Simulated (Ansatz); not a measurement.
## ZnAg: enthalpy against pressure

ZnAg, P4/mmm, a = 3.003 Å, c = 3.364 Å. The structure is a Materials Project entry; whether it is the stable form wasn't checked. Ansatz: PBEsol, PAW, 420 eV, Γ-centred 16×16×10 mesh on 2 atoms, Gaussian smearing 0.10 eV; no spin polarisation. Cell and atoms are relaxed at each pressure, and no other structure is tried, so the rows at high pressure may lie past a change of phase. y is the enthalpy over the state at zero pressure; there V0 = 15.165 Å³/atom. The pressures are the targets, met within 0.02 GPa.

```
P (GPa) y (eV/atom)
   -2.0      -0.1910
    0.0       0.0000
    2.0       0.1877
    5.0       0.4638
   10.0            ?
   20.0       1.7628
   40.0       3.3655
```

Question: Fit y = c1 P + c2 P² + c3 P³ to the other rows, say what c1 and c2 mean, and predict the missing value.

Answer: Least squares on the rows shown. y = 0.094635 P − 0.00038713 P² + 3.1173×10⁻⁶ P³. Since dH/dP = V, c1 is V0: 0.094635 eV/GPa × 160.2 = 15.161 Å³ against 15.165; c2 = −V0/(2B0) gives B0 = 122 GPa, where a Birch–Murnaghan fit to the volumes of the same runs (not shown) gives 115 GPa: a cubic over this range folds the higher terms into c2. At P = 10.0 the fit asked for gives 0.9108 eV/atom. The run gave 0.9053 eV/atom, so the fit is 0.0055 eV/atom too high, 0.15 % of the span of the series, against an rms of 0.00008 eV/atom on the fitted rows. With a term in P⁴ added, a fit to the same known rows predicts 0.9104 eV/atom, no real gain.

The mesh isn't the same in all rows (16×16×10, 14×14×14).